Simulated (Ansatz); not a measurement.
Data:

GePd5:
```
CELL_PARAMETERS angstrom
      2.76837     3.86146     0.00000
     -2.76837     3.86146     0.00000
     -1.18983     0.00000     8.38645
ATOMIC_POSITIONS crystal
  Ge 0.22697 0.77303 0.70733
  Ge 0.77303 0.22697 0.29267
  Pd 0.18756 0.18756 0.50000
  Pd 0.81244 0.81244 0.50000
  Pd 0.72386 0.79333 0.82629
  Pd 0.27614 0.20667 0.17371
  Pd 0.79333 0.72386 0.17371
  Pd 0.20667 0.27614 0.82629
  Pd 0.65534 0.34466 0.64728
  Pd 0.34466 0.65534 0.35272
  Pd 0.74463 0.25537 0.99402
  Pd 0.25537 0.74463 0.00598
```

This is the r²SCAN-relaxed structure.

Task: All from the program Ansatz at the r²SCAN level (PAW), unless another level is named. Predict the electronic character.

Result: metallic (no gap).

Task: Give the density of states at the Fermi level.

Result: 0.49 states/eV per atom (mean over ±0.08 eV).

Task: Give the formation energy from the elements (no fitted shifts).

Result: -0.32 eV/atom.

Space group C2/m. The first step of the workflow began from a Materials Project structure, measured or hypothetical; the Crystallography Open Database copy checked does not list it. Its standing as an ambient phase is unchecked. The cell was relaxed with r²SCAN under the symmetry of its start; whether a distortion lowers the energy is not shown. The run is not spin-polarised. The references are the lowest solids computed at this level, not always the standard phases. Scalar-relativistic: spin–orbit coupling is off unless named, which matters more the heavier the elements.

Potentials: the later of the program's two PAW sets.
